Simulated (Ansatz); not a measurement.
Input:

GaAs:
```xyz
6
Lattice="4.0338 0.0000 0.0000 -2.0169 3.4934 0.0000 0.0000 0.0000 8.8275" Properties=species:S:1:pos:R:3 pbc="T T T"
Ga     2.0174     0.0000     5.8850
Ga    -1.0087     1.7472     2.9425
Ga     1.0082     1.7462     0.0000
As     2.0171     0.0000     1.4713
As    -1.0086     1.7469     7.3563
As     1.0083     1.7465     4.4138
```

This is the HSE06-relaxed structure.

### Question
All from the program Ansatz at the HSE06 level (PAW), unless another level is named. Give the band gap.

### Answer
0.10 eV (direct).

### Question
Next, the valence-band maximum?

### Answer
at Γ.

Space group P6_222. A made-up cell: these elements were put on the sites of a structure type; neither database checked (COD, Materials Project) lists it. It is not the phase usual at ambient conditions (space group No. 216). Symmetry was held in the HSE06 relaxation; its stability against distortions is not shown here. The hybrid was solved on a coarse mesh, the path and, where they were found, the r²SCAN edge points; its band edges are the extreme levels among these. Point labels and valley counts follow the cell and symmetry of the run, lower than the named group. Scalar-relativistic: spin–orbit coupling is off unless named, which matters more the heavier the elements.

Potentials: the later of the program's two PAW sets.
